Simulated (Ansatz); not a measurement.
## Ansatz 0.2.0, settings compared: TiZn3

Run with:

```bash
ansatz run input.yaml --threads 1 --pin off --max-ram 2560MiB --backend cpu --events-out ev --progress --plain --runs-dir out
```

Input:

```yaml
crystal:
  lattice:
    - [3.055311, 0.0, 0.0]
    - [0.0, 3.055311, 0.0]
    - [0.0, 0.0, 3.055311]
  atoms:
    - { symbol: Ti, position: [0.0, 0.0, 0.0] }
    - { symbol: Zn, position: [0.0, 0.5, 0.5] }
    - { symbol: Zn, position: [0.5, 0.0, 0.5] }
    - { symbol: Zn, position: [0.5, 0.5, 0.0] }
  symmetry: { tolerance: 0.0003 }
kpoints:
  mp_grid: { grid: [6, 6, 6], shift: [0, 0, 0] }
magnetization:
  spin_polarized: false
scf:
  occupations: { method: methfessel_paxton, width: 0.0653 }
hamiltonian:
  pseudopotentials: { kind: paw }
  xc: r2scan
  hubbard:
    projectors: all-electron-ortho-atomic
    sites: [{ species: Ti, l: d, u_eff: 3.89 }]
basis:
  ecutwfc: 500
output:
  forces: true
  stress: true
  eigenvalues: true
  write_density: true
  write_potential: true
  elf: true
  volumetric_format: npy
```

Origin of the cell: a database entry, scaled a little.

Output of this run (shortened):

```
Ti: projections on atomic orbitals take those of the free atom [Ne] 3s2 3p6 3d2 4s2, of charge +0.00 (hamiltonian.pseudopotentials.projection_atoms); the dataset's partial waves leave at most […]
Zn: projections on atomic orbitals take those of the free atom [Ar] 3d10 4s2, of charge +0.00 (hamiltonian.pseudopotentials.projection_atoms); the dataset's partial waves leave at most 6.8e-7 […]
Pseudopotentials: kind: paw
Pseudopotential: Ti, paw, valence charge 12, recommended cutoff 500 eV (meta_gga), Ti.paw.azcp
Pseudopotential: Zn, paw, valence charge 12, recommended cutoff 500 eV (meta_gga), Zn.paw.azcp
Functional definition: r2SCAN
  exchange = r2scan_x(k0 = k0, k1 = k1, a1 = a1)
  correlation = r2scan_c
Crystal: 4 atoms, lattice volume = 28.521 Å³
Basis set: ecut = 500 eV, 739 PW (Γ), exchange–correlation on 96×96×96 points (64 copies of the dense FFT grid, shifted against one another)
Bands: 29, of which v1, the nominal top of the filled ones, is band 24 counted from 1 (23 counted from 0)
[… 9 lines left out …]
Initial density: superposition of atomic densities (chi_scale 0.1, normalization cell, long waves kept (reshape's long-wave potential 0.00 eV rms))
Functional: x = r2scan, c = r2scan; τ floored in thin density (d = 2e-4 eV/Å³)
SCF iter   1: F=—  HF=-12458.924640 eV  Δρ=2.02e-1  dr2=1.11e1  dr2_τ=6.37e-1
SCF iter   2: F=—  HF=-12458.274780 eV  S|Δr|=    0.00e0  Δρ=4.72e-2  dr2=6.53e-1  dr2_τ=7.31e-2  defer=12
SCF iter   3: F=—  HF=-12458.119747 eV  S|Δr|=    0.00e0  Δρ=5.00e-2  dr2=7.93e-1  dr2_τ=4.69e-3  defer=12
SCF iter   4: F=—  HF=-12457.971812 eV  S|Δr|=    0.00e0  Δρ=1.47e-2  dr2=3.62e-2  dr2_τ=1.13e-3  defer=12
SCF iter   5: F=—  HF=-12458.011066 eV  S|Δr|=    0.00e0  Δρ=7.80e-3  dr2=1.48e-2  dr2_τ=1.07e-3  defer=12
SCF iter   6: F=—  HF=-12458.008412 eV  S|Δr|=    0.00e0  Δρ=1.77e-3  dr2=5.75e-4  dr2_τ=1.54e-5  defer=12
SCF iter   7: F=—  HF=-12458.008639 eV  S|Δr|=    0.00e0  Δρ=1.16e-3  dr2=3.70e-4  dr2_τ=9.29e-6  defer=12
SCF iter   8: F=—  HF=-12458.008596 eV  S|Δr|=    0.00e0  Δρ=2.24e-4  dr2=1.31e-5  dr2_τ=8.12e-7  defer=12
SCF iter   9: F=—  HF=-12458.008595 eV  S|Δr|=    0.00e0  Δρ=6.05e-5  dr2=7.86e-7  dr2_τ=2.05e-8  defer=12
SCF iter  10: F=-12458.008596 eV  HF=-12458.008596 eV  S|Δr|=    0.00e0  Δρ=1.71e-5  dr2=3.40e-8  dr2_τ=9.60e-10
SCF 1 converged in 10 iterations: F = -12458.008596 eV  dr2 = 3.40e-8
SCF converged after 10 iterations
Stability not checked: this state was not tested for a lower state beside it, because cold or Methfessel-Paxton smearing, or corrected tetrahedra, fill the levels in a way that the test cannot read (fill_not_monotonic; […]
Free energy (F): -12458.008596 eV
Harris-Foulkes:  -12458.008596 eV  (|F-HF|=2.33e-8)
Internal energy: -12458.005980 eV  (E = F + TS)
E sigma→0 (E₀):  -12458.007942 eV
Entropy (-TS):   -0.002616 eV (-0.654 meV/atom)
Fermi energy:    28.266014 eV
--- Per-component energies (eV) ---
  E_band       = 692.112672
  E_kinetic    = 743.877564
  E_local      = -3286.830567  (includes V_loc(G=0)·N_el)
  E_nonlocal   = 1851.800368
  E_hartree    = 1534.497747
  E_xc         = -503.075875
  E_vxc        = -348.718705  (∫ρ·V_xc dr)
  E_hubbard    = 4.818438  (on-site DFT+U / exact-exchange correction)
  E_vhub       = 0.837303  (the Hubbard potential's part of the band-sum identity)
  E_paw        = -6579.072568  (= ΣΔE_a)
  E_vpaw       = -1359.542110  (= ΣTr[D̂ρ^β])
  E_aug_tail   = 0.000013  (compensation charges beyond the density's cutoff)
  E_vtau       = 21.702985  (kinetic-family band-sum trace: ∫τ·v_τ [+ j·A + Jᵃ·Aᵃ] dr)
  E_ewald      = -6223.219787
  E_core_change = -0.801313  (= ΣΔE_core)
  E_smearing   = -0.002616  (= −TS)
[… 2 lines left out …]
  atom   1  Ti    -0.000000     0.000000     0.000000
  atom   2  Zn     0.000000    -0.000000    -0.000000
  atom   3  Zn     0.000000    -0.000000    -0.000000
  atom   4  Zn     0.000000    -0.000000    -0.000000
  max |Σ_I F_I| component: 0.0 eV/Å
--- Stress (GPa, compression-positive) ---
      401.995004       0.000000       0.000000
        0.000000     401.995004      -0.000000
        0.000000      -0.000000     401.995004
  P = ⅓ Tr σ = 401.9950 GPa (4019.950 kbar)
Occupation matrices written to <dir>
```

The same input was run again with these changes:

1. `crystal.symmetry` { tolerance: 0.0003 } → { detect: false }; `basis.xc_grid` default → 3
2. `scf.initial_density.chi_scale` default → 0.3; `basis.ecutrho_ratio` default → 6
3. `scf.occupations.method` methfessel_paxton → gaussian; `scf.occupations.width` 0.0653 → 0.001

```json
{"run": "base", "end": "converged", "SCF iterations": "10", "P (GPa)": "402.00", "max force component (eV/Å)": "0.000", "moment (μB)": "–", "ΔE(σ→0) (meV/atom)": "0"}
{"run": "1", "end": "converged", "SCF iterations": "11", "P (GPa)": "402.00", "max force component (eV/Å)": "0.000", "moment (μB)": "–", "ΔE(σ→0) (meV/atom)": "0.06"}
{"run": "2", "end": "converged", "SCF iterations": "10", "P (GPa)": "402.00", "max force component (eV/Å)": "0.000", "moment (μB)": "–", "ΔE(σ→0) (meV/atom)": "-0.05"}
{"run": "3", "end": "converged", "SCF iterations": "10", "P (GPa)": "401.73", "max force component (eV/Å)": "0.000", "moment (μB)": "–", "ΔE(σ→0) (meV/atom)": "0.05"}
```

Energies are compared only where functional, datasets, charge and starting cell are the same.

Caveats of the base run: no moments, though an odd count or open d shells may carry them; the k mesh is coarse if the cell is a metal.

The base run took 3.9 s on 1 thread of Intel(R) Xeon(R) 6975P-C (Granite Rapids), on a shared host, peak memory 0.52 GiB, from the program's own first density.
